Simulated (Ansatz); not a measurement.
Ti (hcp, Mg type)

```yaml
crystal:
  lattice:
    - [2.93627, 0.00000, 0.00000]
    - [-1.46813, 2.54288, 0.00000]
    - [0.00000, 0.00000, 4.63716]
  atoms:
    - { symbol: Ti, position: [0.33333, 0.66667, 0.75000] }
    - { symbol: Ti, position: [0.66667, 0.33333, 0.25000] }
```

In each cell atom 2 (Ti, nearest neighbour Ti at 2.872 Å; its periodic images, 2.9 Å or more away, move with it) moves by s·(0.707, 0.707, 0.000) (along Cartesian [110]), the rest being held.

All values below come from r2SCAN (plane waves to 500 eV, PAW, scalar-relativistic; Ansatz, a first-principles code). k mesh 15×15×8 (Γ-centred), Fermi-Dirac smearing 0.05 eV. The energy includes the smearing's −TS. With partly filled bands, energies and forces of such displacements shift with the k mesh and the smearing. The PAW data are Ansatz's earlier set. Ti is run without spin polarisation. Ti was relaxed with its symmetry unable to fall. ΔE is measured from the undisplaced structure. The last digit holds for this mesh only.

```json
[
 {"s (Å)": "-0.290", "ΔE (meV/cell)": "70.6"},
 {"s (Å)": "-0.232", "ΔE (meV/cell)": "47.1"},
 {"s (Å)": "-0.174", "ΔE (meV/cell)": "27.5"},
 {"s (Å)": "-0.116", "ΔE (meV/cell)": "12.6"},
 {"s (Å)": "-0.058", "ΔE (meV/cell)": "3.2"},
 {"s (Å)": "0.000", "ΔE (meV/cell)": "0.0"},
 {"s (Å)": "0.058", "ΔE (meV/cell)": "3.3"},
 {"s (Å)": "0.116", "ΔE (meV/cell)": "13.0"},
 {"s (Å)": "0.174", "ΔE (meV/cell)": "28.5"},
 {"s (Å)": "0.232", "ΔE (meV/cell)": "48.9"},
 {"s (Å)": "0.290", "ΔE (meV/cell)": "72.4"}
]
```

Problem. What force constant k = d²E/ds² at s = 0 does the table give?

Solution. 1.9 eV/Å². It is the second difference of the nearest points, corrected with the next pair.

Problem. With k = 1.94 eV/Å² from the forces, is the well harmonic out to s = 0.290 Å?

Solution. ½ks² = 81 meV/cell against the computed 72 meV/cell, so the well is softer than harmonic there.

(A displaced cell: forces are minus the slopes of the energy, force constants its curvatures, and phonons follow from these.)
